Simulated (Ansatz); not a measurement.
Profile along the O–Li line in Li2O (anti-fluorite)

Li$_{2}$O (anti-fluorite)

```
CELL_PARAMETERS angstrom
      0.00000     2.31307     2.31307
      2.31307     0.00000     2.31307
      2.31307     2.31307     0.00000
ATOMIC_POSITIONS crystal
  O  0.00000 0.00000 0.00000
  Li 0.25000 0.25000 0.25000
  Li 0.75000 0.75000 0.75000
```

Fields along a shortest O–Li line of a {110} plane (2.00 Å), from O to Li, interpolated on the slice's grid (step about 0.2 Å). Level of theory: PBE (plane waves to 420 eV, PAW, scalar-relativistic; Ansatz, a first-principles code). k mesh 12×12×12. These are valence fields of a PAW run, semicore shells included where kept as valence: close to a nucleus they are smooth pseudo fields. Li2O was relaxed with its symmetry unable to fall.

```csv
distance from O (Å),valence electron density (e/Å³),electron localisation function
0.00,7.42,x
0.10,7.41,x
0.20,6.80,x
0.30,5.77,x
0.40,4.41,x
0.50,3.03,0.80
0.60,1.94,0.83
0.70,1.23,0.82
0.80,0.79,0.80
0.90,0.52,0.73
1.00,0.36,0.57
1.10,0.26,0.32
1.20,0.20,0.12
1.30,0.20,0.04
1.40,0.37,0.08
1.50,1.02,0.30
1.60,2.52,x
1.70,4.63,x
1.80,6.86,x
1.90,8.74,x
2.00,9.50,x
```

x: too close to a nucleus for the ELF to mean much.

Density on the O–Li line (2.00 Å) at its density minimum, 1.2 Å from O: 0.19 e/Å³. ELF at that point: 0.1. Character of the O–Li contact (rough rule: ELF there above 0.7 covalent, below 0.2 ionic, polar between): closed-shell (ionic).
